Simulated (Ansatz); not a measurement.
Relaxed-ion elastic tensor of Zr2PbC in space group P6_3/mmc (No. 194; Zr on 4f, Pb on 2d, C on 2a) in GPa (Voigt order), DFT-PBEsol in the program Ansatz with PAW potentials; density 9.17 g/cm³, 18.18 Å³ per atom.

|  | 1 | 2 | 3 | 4 | 5 | 6 |
|---|---|---|---|---|---|---|
| 1 | 232 | 72.8 | 78.3 | 0.0 | 0.0 | 0.0 |
| 2 | 72.8 | 232 | 78.3 | 0.0 | 0.0 | 0.0 |
| 3 | 78.3 | 78.3 | 224 | 0.0 | 0.0 | 0.0 |
| 4 | 0.0 | 0.0 | 0.0 | 78.3 | 0.0 | 0.0 |
| 5 | 0.0 | 0.0 | 0.0 | 0.0 | 78.3 | 0.0 |
| 6 | 0.0 | 0.0 | 0.0 | 0.0 | 0.0 | 79.8 |

Task: Is the crystal mechanically stable?

Result: Yes: the smallest eigenvalue of C is 78.3 GPa.

Task: Work out the Voigt, Reuss and Hill averages.

Result: K_V = 128, K_R = 127, K_H = 128; G_V = 77.9, G_R = 77.8, G_H = 77.9 GPa.

Task: Give Young's modulus, Poisson's ratio, Pugh's ratio and the universal anisotropy index.

Result: E = 9KG/(3K + G) = 194 GPa; ν = 0.25; K/G = 1.64 (brittle by the Pugh limit of 1.75); A_U = 5G_V/G_R + K_V/K_R − 6 = 0.01.

Task: Estimate the sound speeds and the Debye temperature.

Result: v_l = √((K + 4G/3)/ρ) = 5020 m/s, v_t = √(G/ρ) = 2910 m/s, mean 3230 m/s; Θ = (h/k)(3n/4πV)^(1/3) v_m = 366 K.

Task: Solve the Christoffel equation for the three sound speeds along x, y, z.

Result: Eigenvalues of C_ijkl n_j n_l equal ρv². In km/s, slowest first: x 2.92, 2.95, 5.03; y 2.92, 2.95, 5.03; z 2.92, 2.92, 4.94.

Task: How much does each axis shrink under pressure?

Result: Linear compressibilities β_i = Σ_j S_ij (j = 1 to 3): x 2.6, y 2.6, z 2.7 per TPa.

The first step of the workflow began from a Materials Project structure, measured or hypothetical; the Crystallography Open Database copy checked does not list it. Whether it is the stable phase at ambient conditions was not checked. The PBEsol relaxation kept the symmetry of its start; its stability against distortions is not shown here. The run is not spin-polarised. As this level gives no gap, shear constants depend on the k-mesh and smearing (Fermi–Dirac, 0.1 eV here). Spin–orbit coupling is left out wherever it is not named.

Potentials: the earlier of the program's two PAW sets. The files were generated under PBE; for other functionals the program regenerates the frozen cores, and for LDA and PBEsol the local potential too.
